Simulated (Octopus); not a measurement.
O$_{2}$Si (P3221, No. 154):
```
O2Si
1.0
    4.91656     0.00000     0.00000
   -2.45828     4.25787     0.00000
    0.00000     0.00000     5.43163
Si O
3 6
Direct
  0.00000   0.46880   0.33333
  0.53120   0.53120   0.00000
  0.46880   0.00000   0.66667
  0.14454   0.73144   0.54782
  0.26856   0.41310   0.21449
  0.58690   0.85546   0.88115
  0.73144   0.14454   0.45218
  0.41310   0.26856   0.78551
  0.85546   0.58690   0.11885
```
The cell is a database entry, not relaxed again.

All numbers are Octopus results at the level LDA (grid spacing about 0.16 Å, Γ-centred 6×6×4 k-mesh, no spin polarisation; Troullier-Martins for Si O), not measurements.

Energies in eV against the valence band top; 48 electrons a cell outside the pseudopotentials' cores.

| k-point (reduced) | band 20 | band 21 | band 22 | band 23 | band 24 | band 25 | band 26 | band 27 |
|---|---|---|---|---|---|---|---|---|
| Γ (0.000, 0.000, 0.000) | -1.01 | -1.01 | -0.68 | -0.32 | -0.32 | 5.74 | 9.00 | 9.00 |
| M (0.500, 0.000, 0.000) | -1.12 | -1.05 | -0.78 | -0.27 | -0.03 | 7.98 | 8.69 | 9.38 |
| K (0.333, 0.333, 0.000) | -1.23 | -1.23 | -0.44 | -0.44 | 0.00 | 8.62 | 8.62 | 9.10 |
| A (0.000, 0.000, 0.500) | -1.55 | -1.22 | -0.21 | -0.21 | -0.09 | 7.65 | 7.65 | 8.71 |
| L (0.500, 0.000, 0.500) | -1.16 | -0.89 | -0.84 | -0.60 | -0.18 | 8.65 | 9.10 | 9.31 |
| H (0.333, 0.333, 0.500) | -0.95 | -0.95 | -0.78 | -0.59 | -0.58 | 8.74 | 9.45 | 9.45 |
